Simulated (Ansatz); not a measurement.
BaGe3Pt in space group I4mm (No. 107; Ba on 2a, Ge on 4b, Ge on 2a, Pt on 2a), DFT-r²SCAN in the program Ansatz with PAW potentials, all energies at zero smearing, with the estimated change up to a 700 eV cutoff added, with one set of potentials and settings (totals compare only within such a set). Cell of 5 atoms (1 Ba, 3 Ge, 1 Pt): -31413.351 eV.

```tsv
element	reference phase	E (eV/atom)
Ba	Im-3m, 1 atoms in the cell	-5964.4614
Ge	Fd-3m, 2 atoms in the cell	-4302.9041
Pt	Fm-3m, 1 atoms in the cell	-12536.7848
```

Formation energy per atom, worked out: (-31413.351 − 1×(-5964.4614) − 3×(-4302.9041) − 1×(-12536.7848))/5 = -0.679 eV/atom (-65 kJ per mol of atoms), at 0 K, without zero-point energy or fitted corrections.

The first step of the workflow began from a Materials Project structure, measured or hypothetical; the Crystallography Open Database files this formula in space group No. 107, but the cells were not matched. Its standing as an ambient phase is unchecked. The cell was relaxed with r²SCAN under the symmetry of its start; whether a distortion lowers the energy is not shown. No spin polarisation was allowed. The references are the lowest solids computed at this level, not always the standard phases. Spin–orbit coupling is left out wherever it is not named.

Potentials: the later of the program's two PAW sets.
